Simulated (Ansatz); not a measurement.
SnO2:
```cif
data_O4Sn2
_chemical_formula_sum 'Sn2 O4'
_space_group_name_H-M_alt 'P42/mnm'
_space_group_IT_number 136
_space_group_name_Hall '-P 4n 2n'
_cell_length_a 4.76924
_cell_length_b 4.76924
_cell_length_c 3.21195
_cell_angle_alpha 90.000
_cell_angle_beta 90.000
_cell_angle_gamma 90.000
loop_
_atom_site_label
_atom_site_type_symbol
_atom_site_symmetry_multiplicity
_atom_site_Wyckoff_symbol
_atom_site_fract_x
_atom_site_fract_y
_atom_site_fract_z
_atom_site_occupancy
Sn1 Sn 2 a 0.00000 0.00000 0.00000 1
O1 O 4 f 0.30628 0.30628 0.00000 1
```

Relaxed with PBEsol. Plane-wave PAW PBEsol (Ansatz code) gives a gap of 0.92 eV.

Question: What gap does HSE06 give on the same cell (Ansatz, PAW)?

Answer: 2.75 eV, 1.83 eV more. The hybrid was solved on a coarser mesh and at special points; its gap is the smallest among all of these.

```tsv
k	v1 PBEsol	c1 PBEsol	v1 HSE06	c1 HSE06
Γ	0.00	0.92	0.00	2.75
Z	-1.24	5.88	(withheld)	(withheld)
M	-0.89	4.54	-0.95	6.59
A	-0.82	4.56	(withheld)	(withheld)
R	-0.73	6.15	(withheld)	(withheld)
X	-0.63	4.14	(withheld)	(withheld)
```

Question: Top valence (v1) and lowest conduction level (c1) in eV from each method's valence maximum (which need not be a listed point): supply the withheld HSE06 values.

Answer: 
- X, v1 HSE06: -0.58
- X, c1 HSE06: 6.10
- A, v1 HSE06: -0.88
- A, c1 HSE06: 6.62
- Z, v1 HSE06: -1.32
- Z, c1 HSE06: 8.09
- R, v1 HSE06: -0.51
- R, c1 HSE06: 8.38

Cost on shared cores: the PBEsol run (SCF on a 6×6×9 mesh, then bands and DOS) roughly 27 core-seconds, the HSE06 run (SCF on 4×4×5, then a few points) roughly 4 core-minutes; the tasks are unlike.

Space group P4_2/mnm (rutile). The PBEsol relaxation kept the symmetry of its start. Scalar-relativistic: spin–orbit coupling is off unless named, which matters more the heavier the elements.

Potentials: the later of the program's two PAW sets.
